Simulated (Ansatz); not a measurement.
Kick test of a cell of Si₂Sn

The structure comes from a generated guess, relaxed at this level; another structure or a mixture of phases may lie lower.

Theory: DFT PBE, scalar-relativistic, plane waves, PAW (Ansatz 0.2.0). Plane waves to 420 eV, a k mesh through Γ of 12×12×10 on the computed 3-atom cell and Gaussian smearing (0.10 eV); no spin polarisation.

The cell below (3 atoms, space group P4/mmm (No. 123)) is relaxed within its symmetry.

```
Si Sn
1.0
     3.88769    0.00000    0.00000
     0.00000    3.88769    0.00000
     0.00000    0.00000    4.74411
Si Sn
2 1
Direct
  0.50000 0.50000 0.00000
  0.50000 0.50000 0.50000
  0.00000 0.00000 0.50000
```

For the test a repeat of it with 6 atoms (edges 3.89, 4.74, 7.78 Å) was strained at random (σ = 1.5 % a component), the atoms were moved at random (σ = 0.10 Å), and all was relaxed again on a coarse 6×6×4 mesh (in the run’s order of axes) with 0.20 eV smearing, with no symmetry imposed.

**Question.** What happens?

**Answer.** It doesn't return. The energy falls by 474 meV/atom on that mesh, the volume changes by -12.9 %, and the end has space group P-3m1 (No. 164) at a loose tolerance. Relaxed again on a 14×14×10 mesh with 0.10 eV smearing, the new structure lies 467 meV/atom below the first (mesh in the axes of the run's cell; the cell below is made exact in the group named). Space group P-3m1 (No. 164), trigonal, a = 3.777 Å, c = 5.057 Å. Si has 3 Si at 2.41 Å and 3 Sn at 2.97 Å; Sn is surrounded by 6 Si at 2.97 Å.

```yaml
crystal:
  lattice:
    - [3.77661, 0.00000, 0.00000]
    - [-1.88831, 3.27064, 0.00000]
    - [0.00000, 0.00000, 5.05671]
  atoms:
    - { symbol: Si, position: [0.33333, 0.66667, 0.39894] }
    - { symbol: Si, position: [0.66667, 0.33333, 0.60106] }
    - { symbol: Sn, position: [0.00000, 0.00000, 0.00000] }
```
